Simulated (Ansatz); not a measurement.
The relaxed structure here is a generated cell of Mn: the first start was made by placing the elements on the sites of a structure type, and the end was not matched to a known phase here, so it may be hypothetical.

The start is a generated trial cell of Mn in the beta-W structure type. Cell shape, volume and atoms are optimised at zero target pressure with PBE (plane waves to 420 eV, PAW, scalar-relativistic; Ansatz, a first-principles code). The first steps use a coarse 7×7×7 k-mesh.

Input geometry:
```
CELL_PARAMETERS angstrom
      4.54425     0.00000     0.00000
      0.00000     4.54425     0.00000
      0.00000     0.00000     4.54425
ATOMIC_POSITIONS crystal
  Mn 0.25000 0.00000 0.50000
  Mn 0.75000 0.00000 0.50000
  Mn 0.00000 0.50000 0.25000
  Mn 0.00000 0.50000 0.75000
  Mn 0.50000 0.25000 0.00000
  Mn 0.50000 0.75000 0.00000
  Mn 0.00000 0.00000 0.00000
  Mn 0.50000 0.50000 0.50000
```
Spin-polarised start, with parallel moments on Mn.

Question: How large is the pressure on the unrelaxed cell, and of which sign?

Answer: -14.0 GPa (negative: the cell is under tension).

Question: How much energy is released per atom?

Answer: 0.05 eV/atom.

Question: How does the volume change?

Answer: -8.0 %, from 11.73 to 10.80 Å³/atom.

Question: How do the shortest distances between atoms change?

Answer: The closest pairs of elements (up to four, under 3.6 Å), start → end: Mn–Mn 2.27 → 2.21 Å.

Question: What band gap does the relaxed structure have at this level?

Answer: Zero (metallic).

Question: Write out the relaxed structure.

Answer: 
Space group Pm-3n (No. 223); a = b = c = 4.4203 Å, α = β = γ = 90.00°

```csv
atom,site,symmetry,x,y,z
Mn,6c,-4m.2,0.0000,0.5000,0.2500
Mn,2a,m-3.,0.0000,0.0000,0.0000
```

The space group stays Pm-3n (No. 223) (the run could not lower it), with 8 atoms in the primitive magnetic cell. Final values are on a 11×11×11 k-mesh of the relaxed cell. Spin state reached: ferromagnetic (net 0.17 μB/atom), from parallel starting moments; other spin orders were not run from this start.

The run could not lose the symmetry of its start: the end is stationary, and may be a saddle point rather than a minimum.

All atoms sit on sites fixed by symmetry, so only the cell could relax.
